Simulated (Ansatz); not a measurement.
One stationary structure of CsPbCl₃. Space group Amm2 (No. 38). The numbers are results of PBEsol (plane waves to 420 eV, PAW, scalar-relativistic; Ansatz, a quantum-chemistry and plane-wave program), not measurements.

```cif
data_Cl6Cs2Pb2
_chemical_formula_sum 'Cl6 Cs2 Pb2'
_space_group_name_H-M_alt 'Amm2'
_space_group_IT_number 38
_space_group_name_Hall 'A 2 -2'
_cell_length_a 9.58730
_cell_length_b 3.96951
_cell_length_c 11.35251
_cell_angle_alpha 90.000
_cell_angle_beta 90.000
_cell_angle_gamma 90.000
loop_
_space_group_symop_operation_xyz
  'x, y, z'
  '-x, -y, z'
  '-x, y, z'
  'x, -y, z'
  'x, y+1/2, z+1/2'
  '-x, -y+1/2, z+1/2'
  '-x, y+1/2, z+1/2'
  'x, -y+1/2, z+1/2'
loop_
_atom_site_label
_atom_site_type_symbol
_atom_site_symmetry_multiplicity
_atom_site_Wyckoff_symbol
_atom_site_fract_x
_atom_site_fract_y
_atom_site_fract_z
_atom_site_occupancy
Cl1 Cl 4 c 0.32791 0.00000 0.55182 1
Cl2 Cl 2 a 0.00000 0.00000 0.78471 1
Cs1 Cs 2 a 0.00000 0.00000 0.06618 1
Pb1 Pb 2 b 0.50000 0.50000 0.64153 1
```
(The calculation used a cell of 5 atoms; values per cell refer to that cell.)

```yaml
volume_per_atom: 43.20 Å³
density: 3.43 g/cm³
band_gap: 0.64 eV, direct (no spin-orbit coupling)
shortest_distances: Cl–Pb 2.77 Å; Cl–Cs 3.18 Å; Cl–Cl 3.30 Å
k-mesh: 4×9×9
```

Band energies at high-symmetry points (eV from the VBM; labels of this space group; no spin-orbit coupling), from −5 eV up to 4.6 eV:

| point | energies |
|---|---|
| Γ | -4.09 -4.09 -3.87 -3.35 -2.94 -2.89 -0.64 -0.30 -0.14 0.84 1.61 3.50 4.02 |
| Y | -4.25 -4.10 -3.95 -3.35 -2.90 -2.83 -1.11 -0.73 0.00 0.64 1.85 3.53 |
| C0 | -4.80 -3.69 -3.36 -3.16 -2.95 -1.04 -0.52 -0.48 1.32 2.18 2.73 |
| Σ0 | -4.80 -3.69 -3.36 -3.16 -2.95 -1.04 -0.52 -0.48 1.32 2.18 2.73 |
| Z | -4.11 -3.98 -3.89 -3.33 -3.05 -2.90 -0.63 -0.29 -0.14 0.88 1.44 3.47 4.42 |
| A0 | -4.93 -3.73 -3.35 -3.09 -2.82 -1.04 -0.53 -0.48 1.39 2.11 2.75 |
| E0 | -4.93 -3.73 -3.35 -3.09 -2.82 -1.04 -0.53 -0.48 1.39 2.11 2.75 |
| T | -4.14 -4.11 -3.95 -3.33 -3.06 -2.80 -1.10 -0.74 0.00 0.69 1.75 3.50 |

No spin polarisation in the result. Without spin-orbit coupling the bands of the heavy element are not split, so the gap can be far off.

The run could not lose the symmetry of its start.

The first start was generated by a random draw of sites in a space group. Materials Project lists a structure of CsPbCl3 in the same space group, Amm2 (No. 38); the sites were not compared with it, nor with measured phases. Known forms of CsPbCl3 include space group No. 221.
